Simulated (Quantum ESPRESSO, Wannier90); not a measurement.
## Ag2S (anti-fluorite): Wannier90 run

```xyz
3
Lattice="0.0000 3.1240 3.1240 3.1240 0.0000 3.1240 3.1240 3.1240 0.0000" Properties=species:S:1:pos:R:3 pbc="T T T"
Ag    -1.5620    -1.5620    -1.5620
Ag     1.5620     1.5620     1.5620
S      0.0000     0.0000     0.0000
```

Materials Project entry mp-1229090; symmetrised, unrelaxed at this level. Not found in the COD (Crystallography Open Database) copy used, which has the formula in other groups; not checked further. Computed values, not measurements, from LDA: Quantum ESPRESSO (norm-conserving PseudoDojo potentials, cutoff 69 Ry, no spin polarisation, no spin-orbit coupling) on a Γ-centred 8×8×8 mesh, then Wannier90. Density: 8×8×8 mesh, cold smearing 0.01 Ry.

Base run: 13 functions from bands 10-34 of the 34 computed, start hydrogen-like Ag: d; S: p, centres 0.05 Å off the atoms, frozen window up to -0.05 eV relative to the Fermi level, outer window open. Rows change the key named; with other orbitals the number of functions and the frozen window follow, as listed; window edges are relative to the Fermi level. The misfit compares interpolated bands with pw.x on a high-symmetry path, for states up to 0.0 eV relative to the Fermi level. Converged means that the tolerances were met: symmetric starts can stop on a saddle, which shows as a larger Ω_OD at equal Ω_I and can move the misfit too.

Rows with other orbitals or bands describe another subspace, so their Ω_I can't be set against the base's. Runs that didn't settle are not listed.

```tsv
setting	orbitals	bands	functions	frozen to (eV)	Ω_I (Å²)	Ω_D (Å²)	Ω_OD (Å²)	rms misfit (meV)	worst (meV)	ended
base	Ag d, S p	10-34	13	-0.05	17.06	0.01	1.63	45	537	converged
num_iter = 0 (projection only), orbitals on the atoms	Ag d, S p	10-34	13	-0.05	17.06	0.03	1.88	37	431	no minimisation
start: the same orbitals exactly on the atoms	Ag d, S p	10-34	13	-0.05	17.06	0.02	1.65	38	468	converged
start: atomic waves of the pseudopotential files	Ag 4d, Ag 5s, S 3p	10-34	15	1.50	19.36	0.03	0.92	2.0	42	converged
atomic waves with projectability windows 0.01 and 0.95	Ag 4d, Ag 5s, S 3p	10-34	15	1.50	19.80	0.01	0.94	1.7	35	converged
start: SCDM erfc, mu = fit minus three sigma, no disentanglement steps	Ag 4d, Ag 5s, S 3p	10-34	15	none	27.05	1.60	5.24	2.4	34	converged
```
